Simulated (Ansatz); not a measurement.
What internal relaxation does to the elastic constants of Ti2O

Computed with DFT PBEsol, scalar-relativistic, plane waves, PAW in Ansatz 0.2.0. Cutoff 420 eV, 18×18×10 k-points (Γ-centred), Fermi-Dirac smearing of 0.15 eV. No spin polarisation.

The cell, relaxed at this level:
```
Ti O
1.0
     2.95332    0.00000    0.00000
    -1.47666    2.55765    0.00000
     0.00000    0.00000    4.72922
Ti O
2 1
Direct
  0.66667 0.33333 0.26209
  0.33333 0.66667 0.73791
  0.00000 0.00000 0.00000
```

In a metal, frequencies and elastic constants depend on the k mesh and the smearing, soft modes and shear constants most. Spin polarisation was left out, and a magnetic state may lie lower. A semilocal functional can close a gap that the real compound has.

Clamped-ion constants (GPa, Voigt order; atoms follow the strain homogeneously):
C11 = 374.2, C12 = 110.5, C13 = 117.6, C14 = 41.6, C22 = 374.2, C23 = 117.6, C24 = -41.6, C33 = 364.6, C44 = 116.5, C55 = 116.5, C56 = 41.6, C66 = 131.8 GPa; the others vanish.

**Question.** What are the constants once the atoms relax in each strained cell?

**Answer.**
C11 = 351.1, C12 = 90.4, C13 = 129.5, C14 = 45.8, C22 = 351.1, C23 = 129.5, C24 = -45.8, C33 = 358.0, C44 = 104.3, C55 = 104.3, C56 = 45.8, C66 = 130.4 GPa; the others vanish.
The Voigt shear modulus goes from 124.1 to 115.2 GPa and the Voigt bulk modulus from 200.5 to 195.5 GPa. Relaxation subtracts ΛᵀK⁻¹Λ/V, with Λ the forces that a strain puts on the atoms and K the zone-centre force constants. At a stable cell this can only lower the diagonal constants, and it acts only for strains that share their symmetry with an optical mode; elsewhere, and where the coupling is weak, the constants hardly move.

Cost: 2 runs of about 16 core-minutes in all, on Arm Neoverse V2, AMD EPYC 7R43 (Zen 3) (shared hosts).